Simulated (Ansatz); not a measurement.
## Cancellation of cutoff errors in LiHPd

Method: Ansatz, DFT PBEsol, scalar-relativistic, plane waves, PAW.

```yaml
crystal:
  lattice:
    - [2.77947, 0.00000, 0.00000]
    - [0.00000, 2.77947, 0.00000]
    - [0.00000, 0.00000, 3.90432]
  atoms:
    - { symbol: Li, position: [0.50000, 0.50000, 0.50000] }
    - { symbol: H, position: [0.50000, 0.50000, 0.00000] }
    - { symbol: Pd, position: [0.00000, 0.00000, 0.00000] }
```

* Γ-centred k-mesh: 16×16×12
* occupation rule: Gaussian smearing, 0.1 eV
* spin treatment: unpolarised

A second cell has all atoms moved and the lattice slightly strained:

```yaml
crystal:
  lattice:
    - [2.79846, 0.00126, -0.02408]
    - [0.00126, 2.75975, -0.01033]
    - [-0.03383, -0.01451, 3.90875]
  atoms:
    - { symbol: Li, position: [0.48497, 0.51534, 0.52128] }
    - { symbol: H, position: [0.51904, 0.48143, 0.98462] }
    - { symbol: Pd, position: [0.02658, 0.02578, 0.04940] }
```

It ran on a 10×10×8 mesh, another than the first cell's, which shifts the difference by nearly the same amount at every cutoff. Both were run at several values of the cutoff; energies per atom at zero smearing, errors against the largest value (420 eV), which isn't proved converged itself.

| cutoff | error, first cell (meV) | error, second cell (meV) |
| --- | --- | --- |
| 250 eV | 636.00 | 635.27 |
| 300 eV | 77.87 | 77.19 |
| 350 eV | 5.95 | 5.91 |

At the largest value the second cell lies 33.38 meV/atom above the first. What is the error of that difference at each value, and where does each quantity come within 1 meV/atom?

The error of the difference is the second cell's error less the first's:
```json
{"cutoff": "250 eV", "difference (meV)": "32.65", "its error (meV)": "-0.73"}
{"cutoff": "300 eV", "difference (meV)": "32.70", "its error (meV)": "-0.68"}
{"cutoff": "350 eV", "difference (meV)": "33.34", "its error (meV)": "-0.03"}
```

No value below the largest brings the first cell's total energy within 1 meV/atom, while the difference is there from 250 eV on. Most of the error cancels, by a factor of about 170 in the median. A missing short wave mostly misdescribes the region near each nucleus, which both cells share; what doesn't cancel comes largely from the change of volume and bonding.

1 further run of this set isn't shown.